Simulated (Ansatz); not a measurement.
A relaxed database cell of V₂O₃: R-3c, hexagonal axes (No. 167), hR10, corundum type; a = b = 4.7745 Å, c = 14.2287 Å, α = β = 90.00°, γ = 120.00°; V 12c (0.000, 0.000, 0.160); O 18e (0.326, 0.326, 0.250). Level of theory: PBEsol (plane waves to 420 eV, PAW, scalar-relativistic; Ansatz, a first-principles code). Element references, the lowest calculated here: V (Im-3m), O (C2/m, ferromagnetic, forced by one molecule a cell; α-O2 is antiferromagnetic); gases are represented by their molecular solids.

Total energies (eV/atom, σ → 0; comparable only within this code, potentials and settings):

```
phase        E (eV/atom)
-----------  -----------
V2O3 (R-3c)    -1491.452
V (Im-3m)      -2885.289
O (C2/m)        -558.291
V3O5 (C2/c)    -1433.294
```

Q: What is the formation energy of this R-3c form of V2O3 from the elements?

A: E_f = -1491.452 − [2 × (-2885.289) + 3 × (-558.291)] / 5 = -2.36 eV/atom (-11.8 eV per formula unit).

A lower structure of this composition may exist.

Static energies, no anion corrections, no zero-point energy. Values are rounded to 0.01 eV/atom. Not shown to be the ambient phase of their composition (a lower form may be missing, and a cell relaxed within its start's symmetry can be a saddle point): V2O3 (R-3c). Spin state reached: ferromagnetic (net 0.43 μB/atom); other spin orders were not run from this start. The d or f electrons are treated with no Hubbard U.
